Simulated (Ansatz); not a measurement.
Level of theory: DFT PBE, scalar-relativistic, plane waves, PAW (Ansatz 0.2.0). Several structures of Mg2Ti3O3 from a search were relaxed, and the powder pattern of one of them was computed from 10° to 70° in 2θ (λ = 1.5406 Å).

Cu Kα1 powder pattern (kinematic, no thermal factors).
2θ (°) (relative intensity): 11.39 (70), 21.16 (18), 22.90 (38), 24.09 (7), 28.65 (16), 30.92 (36), 31.37 (100), 31.48 (39), 33.58 (78), 34.64 (9), 36.99 (13), 40.95 (46), 43.08 (52), 45.55 (1), 46.77 (9), 49.34 (2), 50.34 (2), 51.87 (9), 52.49 (34), 55.99 (16), 56.42 (23), 59.31 (23), 59.32 (13), 59.50 (2), 62.55 (12), 63.88 (2), 64.44 (2), 65.47 (4), 65.72 (11), 67.35 (7), 68.13 (7), 68.71 (4), 68.88 (12), 69.92 (12)

Task: Which structure gives it?
A.

```
Mg Ti O
1.0
     2.84676    0.00000    0.00000
     1.23202    5.11987    0.00000
     0.65757    2.33461    7.29831
Mg Ti O
2 3 3
Direct
  0.45244 0.87473 0.07771
  0.57614 0.27191 0.25529
  0.93240 0.98496 0.71539
  0.11107 0.70116 0.46349
  0.17262 0.41864 0.82191
  0.71978 0.41465 0.62187
  0.54158 0.68937 0.86861
  0.49397 0.97792 0.50907
```

B.

```
Mg Ti O
1.0
     2.83933   -3.11318    0.00000
     2.83933    3.11318    0.00000
     0.00000    0.00000    7.76216
Mg Ti O
2 3 3
Direct
  0.00000 0.50000 0.00000
  0.50000 0.00000 0.00000
  0.00000 0.00000 0.50000
  0.50000 0.50000 0.32084
  0.50000 0.50000 0.67916
  0.70096 0.29904 0.50000
  0.29904 0.70096 0.50000
  0.00000 0.00000 0.00000
```

C.

```
Mg Ti O
1.0
     6.53640    0.00000    0.00000
    -3.26820    5.66069    0.00000
     0.00000    0.00000    2.77843
Mg Ti O
2 3 3
Direct
  0.00000 0.00000 0.50000
  0.66667 0.33333 0.00000
  0.58960 0.79480 0.00000
  0.20520 0.79480 0.00000
  0.20520 0.41040 0.00000
  0.99610 0.49805 0.50000
  0.50195 0.49805 0.50000
  0.50195 0.00390 0.50000
```

D.

```
Mg Ti O
1.0
     3.24048    0.00000    0.00000
     0.00000    3.24048    0.00000
     0.00000    0.00000    9.45583
Mg Ti O
2 3 3
Direct
  0.50000 0.50000 0.50000
  0.00000 0.00000 0.00000
  0.00000 0.00000 0.26645
  0.00000 0.00000 0.73355
  0.50000 0.50000 0.00000
  0.50000 0.50000 0.29119
  0.50000 0.50000 0.70881
  0.00000 0.00000 0.50000
```

Result: B. Its strongest line, at 2θ = 31.37°, has d = λ/(2 sin θ) = 2.849 Å and is the (1 1 2) reflection of the conventional Cmmm cell with a = 5.679 Å, b = 6.226 Å, c = 7.762 Å. The others have their strongest lines at 12.1° (P1); 39.3° (P4/mmm); 45.7° (P-6m2). In energy it lies 575 meV/atom above the lowest of those shown.

These are computed cells and needn't be stable.
